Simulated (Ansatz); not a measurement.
Si in space group I4/mmm (No. 139; Si on 8h), DFT-r²SCAN in the program Ansatz with PAW potentials. The conduction-band minimum lies on the Γ–Z line, 46 % of the way from Γ, with 2 equivalent valleys. Second derivatives d²E/dk² of the lowest band at one valley (eV·Å²), along Cartesian directions:

| direction | d²E/dk² |
|---|---|
| [100] | 22.90 |
| [010] | 22.90 |
| [001] | 16.31 |
| [110] | 22.90 |
| [101] | 19.61 |
| [011] | 19.61 |

Find the principal effective masses, the density-of-states mass and the conductivity mass.

Off-diagonal terms follow from H_xy = H[110] − (H_xx + H_yy)/2, and m*/mₑ = 7.620 eV·Å² over each eigenvalue: 0.33, 0.33, 0.47. One valley's DOS mass (m₁m₂m₃)^(1/3) = 0.37, conductivity mass 3/(Σ 1/mᵢ) = 0.37 mₑ.

What effective density of states Nc follows at 300 K for parabolic valleys?

Nc = 2.509e19 × 2 × (0.37)^(3/2) ≈ 1.1e19 cm⁻³.

With the computed static dielectric constant 11.3 (mean of the diagonal), estimate a hydrogenic donor's binding energy and radius.

E = 13.606 eV × 0.37/11.3² ≈ 39 meV; a = 0.529 Å × ε/m* ≈ 16 Å. Semilocal masses tend to be too small where the gap is.

The first step of the workflow began from a Materials Project structure, measured or hypothetical; the Crystallography Open Database copy checked does not list it. It is not the phase usual at ambient conditions (space group No. 227). The cell was relaxed with r²SCAN under the symmetry of its start; phonons on a q-mesh show no instability.

Potentials: the later of the program's two PAW sets.
